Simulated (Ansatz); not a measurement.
Mg3Ga7Co2:
```xyz
24
Lattice="4.4916 4.6876 0.0000 -4.4916 4.6876 0.0000 -0.6002 0.0000 9.2504" Properties=species:S:1:pos:R:3 pbc="T T T"
Mg    -2.1549     4.1764     6.4363
Mg     1.5547     5.1988     2.8141
Mg     1.2546     4.1764     7.4393
Mg    -1.8548     5.1988     1.8111
Mg    -0.4501     1.3880     6.9378
Mg    -0.1500     7.9873     2.3126
Ga    -0.4501     7.2052     6.9378
Ga    -0.1500     2.1701     2.3126
Ga    -0.8829     5.8932     4.4591
Ga     0.2827     3.4820     4.7912
Ga     0.5828     5.8932     0.1660
Ga    -1.1830     3.4820     9.0843
Ga    -2.5379     6.2482     8.3080
Ga     1.9378     3.1271     0.9423
Ga     1.6377     6.2482     5.5675
Ga    -2.2378     3.1271     3.6829
Ga    -3.9667     4.0498     8.9974
Ga     3.3665     5.3254     0.2530
Ga     3.0664     4.0498     4.8782
Ga    -3.6666     5.3254     4.3722
Co     1.9614     2.5710     3.2884
Co    -2.5615     6.8042     5.9620
Co    -2.2614     2.5710     1.3368
Co     1.6613     6.8042     7.9136
```

Relaxed with r²SCAN. Special points in fractions of this cell's reciprocal vectors: Γ (0.000, 0.000, 0.000); Y (0.500, 0.500, 0.000); M (0.500, 0.500, 0.500); A (0.000, 0.000, 0.500); L2 (0.000, 0.500, 0.500); V2 (0.000, 0.500, 0.000).

Question: List the band energies nearest the Fermi level at these points for r²SCAN (plane waves, PAW; program Ansatz).

Answer: In eV from the Fermi level; about four levels below and three above (degenerate sets whole), none deeper than 8.9 eV; points with the same levels are listed once.

```
k                     below                above
--  -----------------------  -------------------
Γ   -0.33 -0.28 -0.21 -0.11       0.55 1.25 1.27
Y   -0.29 -0.24 -0.18 -0.06       0.40 0.64 0.73
M   -0.34 -0.34 -0.08 -0.08  0.09 0.09 0.79 0.79
A   -0.34 -0.34 -0.16 -0.16  0.93 0.93 1.95 1.95
L2  -0.30 -0.24 -0.10 -0.05       0.08 0.72 0.88
V2  -1.00 -0.30 -0.15 -0.07       0.05 0.35 0.74
```

Space group C2/c. The first step of the workflow began from a Materials Project structure, measured or hypothetical; the Crystallography Open Database copy checked does not list it. Whether it is the stable phase at ambient conditions was not checked. The cell was relaxed with r²SCAN under the symmetry of its start; its stability against distortions is not shown here. No spin polarisation was allowed. Spin–orbit coupling is left out wherever it is not named.

Potentials: the later of the program's two PAW sets.
